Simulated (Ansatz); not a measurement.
CaTaS$_{2}$ in space group P6_3/mmc (No. 194; S on 4f, Ta on 2b, Ca on 2a), PBE+D3(BJ) (plane waves, PAW; program Ansatz), all energies at zero smearing, with the estimated change up to a 700 eV cutoff added, with one set of potentials and settings (totals compare only within such a set). Cell of 8 atoms (4 S, 2 Ta, 2 Ca): -27119.667 eV.

| element | reference phase | E (eV/atom) |
|---|---|---|
| S | Fddd, 32 atoms in the cell | -902.2562 |
| Ta | Im-3m, 1 atoms in the cell | -9932.9154 |
| Ca | Fm-3m, 1 atoms in the cell | -1817.0951 |

Formation energy per atom, worked out: (-27119.667 − 4×(-902.2562) − 2×(-9932.9154) − 2×(-1817.0951))/8 = -1.328 eV/atom (-128 kJ per mol of atoms), at 0 K, without zero-point energy or fitted corrections.

The cell is a constructed one: a structure type filled with these elements; neither database checked (COD, Materials Project) lists it. Its standing as an ambient phase is unchecked. Symmetry was held in the PBE+D3(BJ) relaxation; of distortions, only those at the zone centre were tested. No spin polarisation was allowed. The references are the lowest solids computed at this level, not always the standard phases. Spin–orbit coupling is left out wherever it is not named.

Potentials: the later of the program's two PAW sets.
